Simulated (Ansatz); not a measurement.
NbP:
```cif
data_Nb2P2
_chemical_formula_sum 'Nb2 P2'
_space_group_name_H-M_alt 'P 1'
_space_group_IT_number 1
_cell_length_a 6.19330
_cell_length_b 6.19330
_cell_length_c 6.19330
_cell_angle_alpha 148.713
_cell_angle_beta 148.713
_cell_angle_gamma 44.833
loop_
_space_group_symop_operation_xyz
  'x, y, z'
loop_
_atom_site_label
_atom_site_type_symbol
_atom_site_fract_x
_atom_site_fract_y
_atom_site_fract_z
_atom_site_occupancy
Nb1 Nb 0.99987 0.99987 0.00000 1
Nb2 Nb 0.74987 0.24987 0.50000 1
P1 P 0.58276 0.58276 0.00000 1
P2 P 0.33276 0.83276 0.50000 1
```

Relaxed with r²SCAN.

Tabulate the valence density and the electron localisation function along the shortest Nb–Nb contact (3.31 Å), r²SCAN (plane waves, PAW; program Ansatz).



```tsv
distance from Nb (Å)	density (e/Å³)	ELF
0.33	5.11	0.53
0.50	4.43	0.74
0.66	2.85	0.75
0.83	1.40	0.59
0.99	0.62	0.32
1.16	0.34	0.18
1.33	0.24	0.21
1.49	0.21	0.31
1.66	0.20	0.36
1.82	0.21	0.29
1.99	0.23	0.19
2.15	0.32	0.16
2.32	0.60	0.29
2.49	1.37	0.56
2.65	2.80	0.73
2.82	4.39	0.73
2.98	5.10	0.53
```

The density is the valence pseudo-density with augmentation charge, so density and ELF within about 1 Å of a nucleus are not all-electron values.

Space group I4_1md. Symmetry was held in the r²SCAN relaxation. The run is not spin-polarised.

Potentials: the earlier of the program's two PAW sets. The files were generated under PBE; for other functionals the program regenerates the frozen cores, and for LDA and PBEsol the local potential too.
